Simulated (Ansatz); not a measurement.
**PrC in the CsCl-type structure**

The computed numbers are results of PBEsol, scalar-relativistic (collinear spin) in the plane-wave PAW code Ansatz at 420 eV, Γ-centred 10×10×10 mesh, 0.05 eV Gaussian smearing; PAW files: Ansatz's generated set soft_2.

```cif
data_structure
_symmetry_space_group_name_H-M 'Pm-3m'
_symmetry_Int_Tables_number 221
_cell_length_a 3.0047
_cell_length_b 3.0047
_cell_length_c 3.0047
_cell_angle_alpha 90.000
_cell_angle_beta 90.000
_cell_angle_gamma 90.000
_cell_volume 27.13
loop_
_atom_site_label
_atom_site_type_symbol
_atom_site_symmetry_multiplicity
_atom_site_Wyckoff_symbol
_atom_site_fract_x
_atom_site_fract_y
_atom_site_fract_z
_atom_site_occupancy
Pr1 Pr 1 a 0.00000 0.00000 0.00000 1
C1 C 1 b 0.50000 0.50000 0.50000 1
```

This is a trial structure made by placing the elements on a prototype's sites, so it needn't be the stable form.

Magnetic state: ferromagnetic, site spin moments Pr 1.01; C -0.22 μB.

Problem. Which orbitals carry the states at the Fermi level, and how many states are there?

Solution. Within 0.1 eV of it: Pr 4f 89 % (shares among the projected shells). The Fermi level sits on a steep edge: the density of states is 3.2, 5.6 and 8.9 states/eV per cell at −0.1, 0 and +0.1 eV.

Density of states (tetrahedra, averaged over 0.4 eV; states/eV per cell of 2 atoms; energy in eV from the Fermi level; projections on Löwdin-orthogonalised atomic orbitals, summed over sites):

```
    E  total  Pr 4f up  Pr 4f down  C 2p  Pr 5d up  Pr 5d down
-5.25    0.0       0.0         0.0   0.0       0.0         0.0
-4.85    0.1       0.0         0.0   0.1       0.0         0.0
-4.45    0.3       0.0         0.0   0.1       0.1         0.1
-4.05    0.4       0.0         0.0   0.2       0.1         0.1
-3.65    0.6       0.0         0.0   0.2       0.1         0.1
-3.25    0.8       0.0         0.0   0.4       0.1         0.1
-2.85    1.6       0.1         0.1   0.7       0.2         0.2
-2.45    1.9       0.2         0.1   0.9       0.3         0.2
-2.05    1.4       0.2         0.1   0.7       0.2         0.2
-1.65    1.4       0.3         0.2   0.6       0.1         0.1
-1.25    1.5       0.3         0.2   0.6       0.2         0.1
-0.85    2.6       0.9         0.3   0.9       0.2         0.2
-0.45    3.1       1.0         0.6   1.0       0.2         0.2
-0.05    4.9       4.0         0.3   0.2       0.2         0.1
 0.35    6.6       5.3         0.6   0.1       0.3         0.2
 0.75   10.6       3.4         6.1   0.4       0.2         0.3
 1.15    7.6       0.5         6.0   0.5       0.1         0.3
 1.55    2.5       0.5         0.9   0.6       0.3         0.1
 1.95    2.8       0.3         1.0   0.8       0.3         0.2
 2.35    1.5       0.1         0.4   0.4       0.2         0.3
 2.75    0.8       0.0         0.1   0.2       0.2         0.2
 3.15    0.5       0.0         0.1   0.1       0.1         0.2
 3.55    0.4       0.0         0.0   0.1       0.1         0.1
 3.95    0.4       0.0         0.0   0.1       0.1         0.1
```

Without a U the open 4f shell is pinned at the Fermi level, an artefact: in the real crystal it splits into occupied and empty levels away from it, and its large orbital moment is missing here. Scalar-relativistic only: spin–orbit splittings of the heavy atoms' levels are missing. The run wasn't fully tested for a lower electronic state. Site moments are of spin, integrated over atomic spheres. The run holds 0.6 f electrons more on Pr than the trivalent ion has, so it is between trivalent and divalent here. In such compounds it is trivalent as a rule, so this state is likely an artefact, and the extra f charge swells the ion. No antiparallel order was tried.

A lower state of the open shells can't be excluded, and forces and pressures are less sure for it.
